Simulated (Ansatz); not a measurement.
SnO$_{2}$:
```xyz
6
Lattice="4.7599 0.0000 0.0000 0.0000 4.7599 0.0000 0.0000 0.0000 3.2008" Properties=species:S:1:pos:R:3 pbc="T T T"
Sn     0.0000     0.0000     0.0000
Sn     2.3799     2.3799     1.6004
O      1.4561     1.4561     0.0000
O      3.8361     0.9238     1.6004
O      0.9238     3.8361     1.6004
O      3.3038     3.3038     0.0000
```

Relaxed with r²SCAN. Special points in fractions of this cell's reciprocal vectors: Γ (0.000, 0.000, 0.000); X (0.000, 0.500, 0.000); M (0.500, 0.500, 0.000); Z (0.000, 0.000, 0.500); R (0.000, 0.500, 0.500); A (0.500, 0.500, 0.500).

Task: List the band energies nearest the valence-band maximum at these points for the program Ansatz at the r²SCAN level (PAW).

Result: In eV from the valence-band maximum; about four levels below and three above (degenerate sets whole), none deeper than 8.9 eV; points with the same levels are listed once.

| k | below | above |
|---|---|---|
| Γ | -1.20 -1.20 -0.77 -0.77 0.00 | 1.77 6.82 7.05 7.05 |
| X | -1.16 -1.16 -0.62 -0.62 | 4.99 4.99 7.81 7.81 |
| M | -1.28 -1.28 -0.92 -0.92 | 5.43 5.43 8.21 8.21 |
| Z | -1.66 -1.66 -1.26 -1.26 | 6.86 6.86 10.53 10.53 |
| R | -1.10 -1.10 -0.68 -0.68 | 7.13 7.13 8.84 8.84 |
| A | -0.95 -0.95 -0.85 -0.85 | 5.51 5.51 9.65 9.65 |

Space group P4_2/mnm (rutile). The r²SCAN relaxation kept the symmetry of its start. Spin–orbit coupling is left out wherever it is not named.

Potentials: the later of the program's two PAW sets.
